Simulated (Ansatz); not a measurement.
This cell of Mo (bcc, W type) is off equilibrium:

```yaml
crystal:
  lattice:
    - [-3.15061, 3.15061, 3.15061]
    - [1.57530, -1.57530, 1.57530]
    - [1.57530, 1.57530, -1.57530]
  atoms:
    - { symbol: Mo, position: [0.00000, 0.03809, 0.03809] }
    - { symbol: Mo, position: [0.50000, 0.96191, 0.96191] }
```

The numbers are results of r2SCAN (plane waves to 500 eV, PAW, scalar-relativistic; Ansatz, a program for electronic structure), not measurements. k mesh 21×21×21 (Γ-centred), Fermi-Dirac smearing 0.05 eV. Stress and pressure are positive under compression. With partly filled bands, energies and forces of such displacements shift with the k mesh and the smearing. Mo is run without spin polarisation. Mo was relaxed with its symmetry unable to fall.

Predict the force on every atom, in eV/Å.


```csv
atom,Fx,Fy,Fz
Mo1,-1.102,0.000,0.000
Mo2,1.102,0.000,0.000
```

What is the stress tensor (GPa)?


```
    2.9      0.0      0.0
    0.0      2.0      2.1
    0.0      2.1      2.0
```
The pressure, a third of the trace, is 2.3 GPa.

(A displaced cell: forces are minus the slopes of the energy, force constants its curvatures, and phonons follow from these.)
